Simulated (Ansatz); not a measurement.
Starting cell, MgS (rock salt):

```
CELL_PARAMETERS angstrom
      0.00000     5.22970     5.22970
      2.61485     0.00000     2.61485
      2.61485     2.61485     0.00000
ATOMIC_POSITIONS crystal
  S  0.00000 0.00000 0.00000
  S  0.50000 0.00000 0.00000
  Mg 0.25000 0.50000 0.50000
  Mg 0.75000 0.50000 0.50000
```

In each cell atom 2 (S, nearest neighbour Mg at 2.615 Å; its periodic images, 3.7 Å or more away, move with it) moves by s·(1.000, 0.000, 0.000) (along Cartesian x), the rest being held.

The numbers are results of PBE (plane waves to 420 eV, PAW, scalar-relativistic; Ansatz, a program for electronic structure), not measurements. k mesh 9×9×9 (Γ-centred), Fermi-Dirac smearing 0.05 eV. Energies are smeared free energies. MgS was relaxed with its symmetry unable to fall. The zero of ΔE is the undisplaced structure.

```json
[
 {"s (Å)": "-0.260", "ΔE (meV/cell)": "withheld"},
 {"s (Å)": "-0.208", "ΔE (meV/cell)": "95.3"},
 {"s (Å)": "-0.156", "ΔE (meV/cell)": "51.7"},
 {"s (Å)": "-0.104", "ΔE (meV/cell)": "22.4"},
 {"s (Å)": "-0.052", "ΔE (meV/cell)": "5.5"},
 {"s (Å)": "0.000", "ΔE (meV/cell)": "0.0"},
 {"s (Å)": "0.052", "ΔE (meV/cell)": "5.5"},
 {"s (Å)": "0.104", "ΔE (meV/cell)": "22.4"},
 {"s (Å)": "0.156", "ΔE (meV/cell)": "51.7"},
 {"s (Å)": "0.208", "ΔE (meV/cell)": "95.3"},
 {"s (Å)": "0.260", "ΔE (meV/cell)": "withheld"}
]
```

Task: Fit an even polynomial form (powers 2, 4) to the given rows and predict ΔE at s = -0.260.

Result: Least squares on the 9 given rows: ΔE = (2025)·s² + (4109)·s⁴, in meV/cell with s in Å; root-mean-square residual 0.01 meV/cell. At -0.260 the fit gives 155.7 meV/cell; the calculation gives 155.7 meV/cell, the same to the digits shown. The quadratic term alone would give 136.9 meV/cell.

(For displaced atoms, the force is minus the slope of the energy, and its curvature is a force constant, which sets phonon frequencies.)
